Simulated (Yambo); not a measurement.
Yambo input for RbCaH3 (cubic perovskite, space group Pm-3m, No. 221) (a = b = c = 4.5210 Å, α = β = γ = 90.00°), on norm-conserving PBEsol (Quantum ESPRESSO, 72 Ry, with spin-orbit coupling) wavefunctions on a 4×4×4 mesh:

```
optics
chi
dipoles
kernel
FFTGvecs= 40 Ry
Chimod= "HARTREE"
NGsBlkXd= 3 Ry
% QpntsRXd
 1 | 1 |
%
% BndsRnXd
 1 | 130 |
%
GrFnTpXd= "R"
% EnRngeXd
 0.0 | 20.0 | eV
%
% DmRngeXd
 0.2 | 0.2 | eV
%
CGrdSpXd= 50
ETStpsXd= 161
% LongDrXd
 1.0 | 0.0 | 0.0 |
%
```

First lines of the file o-*.eps_q1_inv_rpa_dyson:

```
Absorption @ Q(1):   1.00000000     0.00000000     0.00000000    [q->0 direction]
#
# [ X ] Hartree size     :   81
# [GEN] GF Energies     : Perdew, Burke & Ernzerhof SOL(X)+Perdew, Burke & Ernzerhof SOL(C)
# [GEN] Green`s Function     : Retarded
#
# [GEN] Gauge     : Length
# [GEN] [r,Vnl] included     : yes
#
#    E[1] [eV]     Im(eps)     Re(eps)     Im(eps_o)     Re(eps_o)
#
     0.000000     -0.410616E-7     3.040388     0.10059E-16     3.422748
     0.125000     0.002834     3.041266     0.003588     3.423859
     0.250000     0.005694     3.043908     0.007210     3.427203
     0.375000     0.008607     3.048338     0.010903     3.432812
     0.500000     0.011602     3.054596     0.014703     3.440738
     0.625000     0.014710     3.062742     0.018652     3.451061
     0.750000     0.017966     3.072854     0.022798     3.463883
     0.875000     0.021412     3.085035     0.027195     3.479340
     1.000000     0.025097     3.099412     0.031908     3.497602
     1.125000     0.029079     3.116145     0.037015     3.518881
     1.250000     0.033435     3.135435     0.042615     3.543439
     1.375000     0.038259     3.157529     0.048836     3.571607
     1.500000     0.043676     3.182737     0.055841     3.603793
     1.625000     0.049855     3.211450     0.063856     3.640517
     1.750000     0.057032     3.244169     0.073191     3.682440
     1.875000     0.065547     3.281543     0.084293     3.730422
     2.000000     0.075910     3.324431     0.097837     3.785599
     2.125000     0.088923     3.373995     0.114876     3.849506
     2.250000     0.105922     3.431841     0.137170     3.924261
     2.375000     0.129283     3.500225     0.167842     4.012835
     2.500000     0.163580     3.582280     0.212917     4.119333
     2.625000     0.218438     3.681834     0.285100     4.248699
     2.750000     0.315871     3.799996     0.413470     4.401869
     2.875000     0.504805     3.911783     0.661619     4.543247
     3.000000     0.817236     3.866286     1.057145     4.470410
     3.125000     0.907110     3.528064     1.136417     4.057719
     3.250000     0.664178     3.433953     0.843489     3.987382
     3.375000     0.532318     3.595151     0.712974     4.217117
     3.500000     0.554407     3.814878     0.789008     4.514479
     3.625000     0.725472     4.014609     1.083644     4.762997
     3.750000     0.993446     4.039810     1.477390     4.714605
     3.875000     1.053550     3.975260     1.525120     4.607317
     4.000000     1.136495     4.140835     1.686164     4.832123
```
(The file goes on to the top of the energy range.) Convergence of the RPA response with its 4×4×4 mesh was not tested.

Geometry of the Materials Project entry, not relaxed at this level.
